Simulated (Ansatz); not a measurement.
## Barrier of one jump, O in Si

These are results of Ansatz 0.2.0, DFT PBE, scalar-relativistic, plane waves, PAW, not measurements. Run with 420 eV cutoff, 2×2×2 k-mesh, Gaussian smearing of 0.02 eV, no spin polarisation.

Host crystal, relaxed:

```yaml
crystal:
  lattice:
    - [0.00000, 2.73505, 2.73505]
    - [2.73505, 0.00000, 2.73505]
    - [2.73505, 2.73505, 0.00000]
  atoms:
    - { symbol: Si, position: [0.75000, 0.75000, 0.75000] }
    - { symbol: Si, position: [0.50000, 0.50000, 0.50000] }
```

In a supercell of 16 host sites, interstitial O hops to an equivalent place, moving 0.92 Å between the relaxed ends. Climbing-image nudged elastic band at fixed cell with images 0 (start) to 4 (end), the path measured over all atoms, converged to 0.05 eV/Å; the order of the saddle wasn't checked, and the small cell leaves errors of about a tenth of an eV.

Supercell rows in host cell vectors: 0 -2 2; 0 0 2; -2 0 2. O was set at (0.000, 0.000, 0.000) of the host cell.

At the relaxed start O has 2 Si at 1.66 Å, 2 Si at 2.80 Å, 3 Si at 3.14 Å, 1 Si at 3.15 Å.

Q: How high is the barrier, and where does the atom pass?

A: 0.01 eV at image 2, where O has 1 Si at 1.66 Å, 1 Si at 1.67 Å, 1 Si at 2.75 Å, 2 Si at 2.95 Å.

Cost: 1 run of about 4.4 core-minutes, on Intel Xeon Processor @ 2.50GHz (Skylake/Cascade Lake) (shared hosts).